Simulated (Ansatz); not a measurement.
Ca2H6Os:
```yaml
crystal:
  lattice:
    - [0.00000, 3.60638, 3.60638]
    - [3.60638, 0.00000, 3.60638]
    - [3.60638, 3.60638, 0.00000]
  atoms:
    - { symbol: Ca, position: [0.25000, 0.25000, 0.25000] }
    - { symbol: Ca, position: [0.75000, 0.75000, 0.75000] }
    - { symbol: H, position: [0.76251, 0.23749, 0.23749] }
    - { symbol: H, position: [0.23749, 0.76251, 0.76251] }
    - { symbol: H, position: [0.23749, 0.76251, 0.23749] }
    - { symbol: H, position: [0.76251, 0.23749, 0.76251] }
    - { symbol: H, position: [0.23749, 0.23749, 0.76251] }
    - { symbol: H, position: [0.76251, 0.76251, 0.23749] }
    - { symbol: Os, position: [0.00000, 0.00000, 0.00000] }
```

Relaxed with r²SCAN. Special points in fractions of this cell's reciprocal vectors: Γ (0.000, 0.000, 0.000); X (0.500, 0.000, 0.500); U (0.625, 0.250, 0.625); K (0.375, 0.375, 0.750); L (0.500, 0.500, 0.500); W (0.500, 0.250, 0.750).

Problem. List the band energies nearest the valence-band maximum at these points for plane-wave PAW r²SCAN with spin–orbit coupling (Ansatz code).

Solution. In eV from the valence-band maximum; about four levels below and three above (degenerate sets whole), none deeper than 8.9 eV; points with the same levels are listed once.

```json
[
 {"k": "Γ", "below": "-0.53 -0.53 -0.53 -0.53 -0.07 -0.07", "above": "4.74 4.74 4.74 4.74"},
 {"k": "X", "below": "-0.40 -0.40 0.00 0.00", "above": "2.94 2.94 3.86 3.86"},
 {"k": "U", "below": "-0.43 -0.43 -0.02 -0.02", "above": "3.26 3.26 4.21 4.21"},
 {"k": "L", "below": "-0.48 -0.48 -0.09 -0.09", "above": "4.37 4.37 4.64 4.64"},
 {"k": "W", "below": "-0.49 -0.49 -0.02 -0.02", "above": "3.38 3.38 4.36 4.36"}
]
```

Space group Fm-3m. The first step of the workflow began from a Materials Project structure, measured or hypothetical; the Crystallography Open Database copy checked does not list it. Its standing as an ambient phase is unchecked. The r²SCAN relaxation kept the symmetry of its start; whether a distortion lowers the energy is not shown. No spin polarisation was allowed.

Potentials: the later of the program's two PAW sets.
